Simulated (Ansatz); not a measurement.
The cell is COD entry 1509516, as deposited and not checked against the literature; nothing was relaxed. It is an old determination, and later ones may differ.

Input and log of a run on AgPt$_{3}$: DFT, LDA, all-electron LAPW, scalar-relativistic (Ansatz 0.2.0).

Command: `ansatz run input.yaml --threads 1 --pin off --max-ram 4096MiB --backend cpu --events-out ev --progress --plain --runs-dir out` The run took 4.3 min on 1 thread of AMD EPYC 7R43 64-Core Processor (Zen 3) (shared host), peak memory 0.87 GiB.

```yaml
crystal:
  lattice:
    - [3.9, 0.0, 0.0]
    - [0.0, 3.9, 0.0]
    - [0.0, 0.0, 3.9]
  atoms:
    - { symbol: Ag, position: [0.0, 0.0, 0.0] }
    - { symbol: Pt, position: [0.0, 0.5, 0.5] }
    - { symbol: Pt, position: [0.5, 0.0, 0.5] }
    - { symbol: Pt, position: [0.5, 0.5, 0.0] }
kpoints:
  mp_grid: { grid: [9, 9, 9] }
  band_path:
    path:
      - [0.0, 0.0, 0.0]
      - [0.0, 0.5, 0.0]
      - [0.5, 0.5, 0.0]
      - [0.0, 0.0, 0.0]
      - [0.5, 0.5, 0.5]
      - [0.0, 0.5, 0.0]
      - [0.5, 0.5, 0.5]
      - [0.5, 0.5, 0.0]
    npoints: 14
scf:
  occupations: { method: fermi_dirac, width: 0.08 }
hamiltonian:
  xc: lda
  pseudopotentials: { kind: all_electron, lapw: { basis_error: 0.0005 } }
output:
  forces: true
  stress: true
  eigenvalues: true
  populations: true
  dos: { projected: true, de: 0.2, e_range: [-14, 8] }
```

Output:

```
Ag: projections on atomic orbitals take those of the free atom 1s2 2s2 2p6 3s2 3p6 3d10 4s2 4p6 4d10 5s1, of charge +0.00 (hamiltonian.pseudopotentials.projection_atoms)
Pt: projections on atomic orbitals take those of the free atom 1s2 2s2 2p6 3s2 3p6 3d10 4s2 4p6 4d10 4f14 5s2 5p6 5d9 6s1, of charge +0.00 (hamiltonian.pseudopotentials.projection_atoms)
LAPW: plane waves up to 8.785 Å⁻¹, error target 5.0e-4 eV per atom; small_component_spin mean_spin; Ag in spheres of 1.379 Å, 29 of its electrons in bands, Dirac shells []; Pt in spheres of 1.379 Å, 42 of its electrons in bands, Dirac shells []
Engine: ansatz 0.2.0
Pseudopotentials: kind: all_electron
Pseudopotential: Ag, LAPW, valence charge 29, Koelling and Harmon's equation, gaussian nucleus
Pseudopotential: Pt, LAPW, valence charge 42, Koelling and Harmon's equation, gaussian nucleus
Functional definition: SPW92
  exchange = slater_x
  correlation = pw_c
Crystal: 4 atoms, lattice volume = 59.319 Å³
Basis set: ecut = 294.07171319591384 eV, 691 PW (Γ), exchange–correlation at level 2
Bands: 93, of which v1, the nominal top of the filled ones, is band 78 counted from 1 (77 counted from 0)
Symmetry: 48 space group operations
Space group: Pm-3m (ITA 221), of the structure as read, at distance tolerance 3.9e-5 Å
k-points: 35 of 729
Non-local potential: Ag, projectors of the file, none
Non-local potential: Pt, projectors of the file, none
Initial density: superposition of atomic densities (chi_scale 0.1, normalization cell, long waves kept (reshape's long-wave potential 0.00 eV rms))
Initial wavefunctions: plane waves of lowest kinetic energy (no species holds an atomic orbital)
Functional: x = slater, c = lda
iter 1 solved again at ethr=1.77e-4 eV; its pass at ethr=1.00e-1 eV (dr2=2.75e-1 eV) is discarded
SCF iter   1: F=—  HF=-1646563.901023 eV  |F-HF|=—  |Δ(HF+E_count)|=         —  Δρ=2.96e-2  dr2=2.75e-1  ethr=1.77e-4  ⟨swp⟩=2.9  Hψ=20179  notcnv=0
preconditioner: auto → Kerker (q_TF=auto, 3.202 Å⁻¹)  [metal: Δε(μ)=0.075 eV  Ē_g=14.284 eV  σ=0.080 eV  W_gap=0.23  n_scr=26 (ndim 8)  ℏωp=30.9 eV  f_vac=0.004  D(μ)=3.10/eV (n_scr^D=26)]
iter 2 solved again at ethr=1.07e-5 eV; its pass at ethr=1.77e-4 eV (dr2=1.66e-2 eV) is discarded
SCF iter   2: F=—  HF=-1646562.592397 eV  |F-HF|=—  |Δ(HF+E_count)|=    1.31e0  Δρ=6.11e-3  dr2=1.66e-2  ethr=1.07e-5  ⟨swp⟩=2.0  Hψ=16716  notcnv=0
SCF iter   3: F=—  HF=-1646562.457204 eV  |F-HF|=—  |Δ(HF+E_count)|=   1.35e-1  Δρ=8.04e-3  dr2=4.72e-2  ethr=1.07e-5  ⟨swp⟩=2.0  Hψ=9507  notcnv=0
SCF iter   4: F=—  HF=-1646562.438678 eV  |F-HF|=—  |Δ(HF+E_count)|=         —  Δρ=4.88e-3  dr2=1.33e-2  ethr=1.07e-5  ⟨swp⟩=2.0  Hψ=9330  notcnv=0
the basis was enlarged: its passes take 1.4 MiB over the memory plan, 1 of 1 planned eigensolver slots
SCF iter   5: F=—  HF=-1646562.434809 eV  |F-HF|=—  |Δ(HF+E_count)|=   3.87e-3  Δρ=3.18e-3  dr2=9.01e-3  ethr=8.56e-6  ⟨swp⟩=2.0  Hψ=8813  notcnv=0
SCF iter   6: F=—  HF=-1646562.434173 eV  |F-HF|=—  |Δ(HF+E_count)|=   6.36e-4  Δρ=1.54e-3  dr2=2.19e-3  ethr=5.82e-6  ⟨swp⟩=2.0  Hψ=9158  notcnv=0
SCF iter   7: F=—  HF=-1646562.434021 eV  |F-HF|=—  |Δ(HF+E_count)|=   1.53e-4  Δρ=3.40e-4  dr2=1.19e-4  ethr=1.41e-6  ⟨swp⟩=2.0  Hψ=9503  notcnv=0
SCF iter   8: F=—  HF=-1646562.433998 eV  |F-HF|=—  |Δ(HF+E_count)|=   2.26e-5  Δρ=1.60e-4  dr2=2.26e-5  ethr=7.69e-8  ⟨swp⟩=2.0  Hψ=9503  notcnv=0
SCF iter   9: F=—  HF=-1646562.433996 eV  |F-HF|=—  |Δ(HF+E_count)|=   1.76e-6  Δρ=5.49e-5  dr2=3.82e-6  ethr=1.46e-8  ⟨swp⟩=2.0  Hψ=9503  notcnv=0
SCF iter  10: F=—  HF=-1646562.433995 eV  |F-HF|=—  |Δ(HF+E_count)|=   9.25e-7  Δρ=1.76e-5  dr2=1.92e-7  ethr=2.46e-9  ⟨swp⟩=2.0  Hψ=9503  notcnv=0
SCF iter  11: F=—  HF=-1646562.433995 eV  |F-HF|=—  |Δ(HF+E_count)|=   4.98e-8  Δρ=7.16e-6  dr2=2.57e-8  ethr=1.24e-10  ⟨swp⟩=2.0  Hψ=9503  notcnv=0
SCF iter  12: F=-1646562.433995 eV  HF=-1646562.433995 eV  |F-HF|=2.77e-8  |Δ(HF+E_count)|=   3.03e-8  Δρ=1.85e-6  dr2=2.38e-9  ethr=1.99e-11 (applied; sched 1.66e-11)  ⟨swp⟩=2.0  Hψ=9504  notcnv=0
SCF 1 converged in 12 iterations: F = -1646562.433995 eV  dr2 = 2.38e-9
NSCF: frozen V_eff on 99 k-points
SCF converged after 12 iterations
Free energy (F): -1646562.433995 eV
Harris-Foulkes:  -1646562.433995 eV  (|F-HF|=2.77e-8)
Internal energy: -1646562.364855 eV  (E = F + TS)
E sigma→0 (E₀):  -1646562.399425 eV
Entropy (-TS):   -0.069140 eV (-17.285 meV/atom)
Fermi energy:    27.068482 eV
--- Per-component energies (eV) ---
  E_band       = -13447.818822
  E_kinetic    = 1856322.091602
  E_xc         = -32176.139952
  E_electrostatic = -3470708.316506  (all electrons and nuclei)
  E_smearing   = -0.069140  (= −TS)
  E_closure    = 0.000000  (closes the sum)
  E_atoms      = -1646536.054429  (free atoms, spherical and without spin; not in F)
  Σ components = -1646562.433995   (vs F -1646562.433995, Δ=0.00e0)
  Basis errors (estimates in eV, not in F): energy 1.1e-4 per atom: plane waves 8.5e-5 (4.3e-5 summed), levels above the bands 1.3e-99, relativity 5.3e-9, radial functions 2.0e-5, core shells 1.2e-7; eigenvalues (radial functions only) 5.9e-7; not estimated: angular momenta, meshes, grids; target (lapw.basis_error) 5.0e-4; muffin-tin radii Ag 1.379 Å, Pt 1.379 Å
--- Forces (eV/Å), atoms counted from 1 ---
  atom   1  Ag    -0.00000000    -0.00000000     0.00000000
  atom   2  Pt     0.00000000     0.00000000     0.00000000
  atom   3  Pt     0.00000000    -0.00000000     0.00000000
  atom   4  Pt     0.00000000    -0.00000000    -0.00000000
  max |Σ_I F_I| component: 1.32e-29 eV/Å
--- Stress (GPa, compression-positive) ---
        2.314705       0.000000       0.000000
        0.000000       2.314705      -0.000000
        0.000000      -0.000000       2.314705
  P = ⅓ Tr σ = 2.3147 GPa (23.147 kbar)
--- Band table (eV; the first three rows and the last of 35) ---
  k-point 0: bands = ["-328.2404", "-328.2404", "-328.2404", "-328.2318", "-328.2318", "-275.6439", "-275.6439", "-275.6439", "-275.6439", "-275.6439", "-275.6439", "-275.5955", "-275.5955", "-275.5955", "-275.5887", "-275.5887", "-275.5887", "-275.5838", "-275.5838", "-275.5838", "-71.2819", "-71.2458", "-71.2458", "-64.5663", "-39.8606", "-39.8606", "-39.8606", "-39.8536", "-39.8515", "-39.8515", "-39.8332", "-39.8332", "-39.8332", "-39.8325", "-39.8325", "-39.8325", "-39.8140", "-39.8140", "-39.8140", "-39.7911", "-39.7911", "-39.7911", "-39.7904", "-39.7904", "-39.7904", "-28.1352", "-28.1352", "-28.1352", "-25.5868", "-25.5868", "-25.5868", "-25.3413", "-25.3413", "-25.3413", "-25.2433", "-25.2433", "-25.2433", "17.2168", "19.9989", "19.9989", "20.1747", "20.4268", "20.4268", "20.4268", "22.9772", "22.9772", "22.9772", "24.6843", "24.6843", "26.4938", "26.4938", "26.4938", "26.6554", "26.6554", "27.3967", "27.8451", "27.8451", "27.8451", "28.9837", "28.9837", "28.9837", "35.7449", "35.7449", "37.2175", "38.4326", "38.4326", "38.4326", "38.9861", "38.9861", "38.9861", "42.2941", "46.9845", "46.9845"]
  k-point 1: bands = ["-328.2404", "-328.2404", "-328.2404", "-328.2318", "-328.2318", "-275.6439", "-275.6439", "-275.6439", "-275.6439", "-275.6439", "-275.6439", "-275.5955", "-275.5955", "-275.5955", "-275.5887", "-275.5887", "-275.5887", "-275.5838", "-275.5838", "-275.5838", "-71.2810", "-71.2467", "-71.2458", "-64.5663", "-39.8606", "-39.8606", "-39.8606", "-39.8536", "-39.8515", "-39.8515", "-39.8332", "-39.8332", "-39.8332", "-39.8325", "-39.8325", "-39.8325", "-39.8140", "-39.8140", "-39.8140", "-39.7911", "-39.7911", "-39.7911", "-39.7904", "-39.7904", "-39.7904", "-28.1348", "-28.1348", "-28.1348", "-25.5816", "-25.5816", "-25.5777", "-25.3429", "-25.3429", "-25.3418", "-25.2544", "-25.2475", "-25.2475", "17.3803", "20.0742", "20.1089", "20.2815", "20.4896", "20.5233", "20.5233", "22.8869", "23.0471", "23.0471", "24.5731", "24.7127", "26.0516", "26.0516", "26.4775", "26.4842", "26.6088", "27.2510", "27.2576", "27.2576", "27.8455", "28.2033", "29.9241", "29.9241", "35.5724", "35.9546", "37.5966", "38.4528", "38.4528", "38.7419", "38.8439", "39.1687", "39.1687", "42.5288", "46.5815", "47.0324"]
  k-point 2: bands = ["-328.2404", "-328.2404", "-328.2404", "-328.2318", "-328.2318", "-275.6439", "-275.6439", "-275.6439", "-275.6439", "-275.6439", "-275.6439", "-275.5955", "-275.5955", "-275.5955", "-275.5887", "-275.5887", "-275.5887", "-275.5838", "-275.5838", "-275.5838", "-71.2782", "-71.2494", "-71.2457", "-64.5664", "-39.8606", "-39.8606", "-39.8606", "-39.8534", "-39.8517", "-39.8515", "-39.8332", "-39.8331", "-39.8331", "-39.8326", "-39.8326", "-39.8325", "-39.8140", "-39.8140", "-39.8140", "-39.7911", "-39.7910", "-39.7910", "-39.7905", "-39.7905", "-39.7904", "-28.1340", "-28.1340", "-28.1337", "-25.5674", "-25.5674", "-25.5513", "-25.3478", "-25.3478", "-25.3429", "-25.2858", "-25.2584", "-25.2584", "17.8563", "20.2544", "20.4127", "20.5938", "20.6729", "20.8097", "20.8097", "22.6337", "23.2376", "23.2376", "24.2578", "24.7940", "25.0820", "25.0820", "25.9729", "26.4350", "26.4615", "26.5658", "26.5658", "26.6672", "26.8934", "27.8466", "31.4036", "31.4036", "35.1806", "35.4991", "38.0192", "38.0192", "38.5749", "39.1298", "39.6513", "40.1124", "40.1124", "43.1954", "45.7760", "46.7272"]
  k-point 34: bands = ["-328.2404", "-328.2404", "-328.2404", "-328.2318", "-328.2318", "-275.6439", "-275.6439", "-275.6439", "-275.6439", "-275.6439", "-275.6439", "-275.5955", "-275.5955", "-275.5955", "-275.5887", "-275.5887", "-275.5887", "-275.5838", "-275.5838", "-275.5838", "-71.2584", "-71.2573", "-71.2573", "-64.5663", "-39.8619", "-39.8619", "-39.8580", "-39.8523", "-39.8522", "-39.8522", "-39.8344", "-39.8344", "-39.8344", "-39.8314", "-39.8314", "-39.8314", "-39.8153", "-39.8134", "-39.8134", "-39.7912", "-39.7912", "-39.7912", "-39.7903", "-39.7903", "-39.7903", "-28.1388", "-28.1388", "-28.1383", "-25.7286", "-25.5019", "-25.5002", "-25.5002", "-25.3082", "-25.3082", "-25.2282", "-25.2282", "-25.2273", "19.7779", "19.8492", "19.8492", "20.4007", "22.4426", "22.4426", "22.8085", "22.9299", "22.9299", "23.3439", "23.3439", "23.4596", "25.4102", "25.7080", "25.7080", "26.1589", "26.3087", "26.3087", "26.7527", "26.7527", "27.4046", "27.5155", "27.9911", "27.9911", "32.6754", "32.6754", "33.1714", "34.4993", "41.8961", "41.9519", "41.9968", "41.9968", "45.6866", "45.7715", "45.7715", "46.2054"]
--- Löwdin populations: 4 sites ---
  site symbol       q [e]
     0     Ag     46.5882
     1     Pt     77.9607
     2     Pt     77.9607
     3     Pt     77.9607
  spilling = 0.001885 (of n_electrons = 281.000000)
```

Spin polarisation is left out, and whether a magnetic state lies lower isn't shown here.
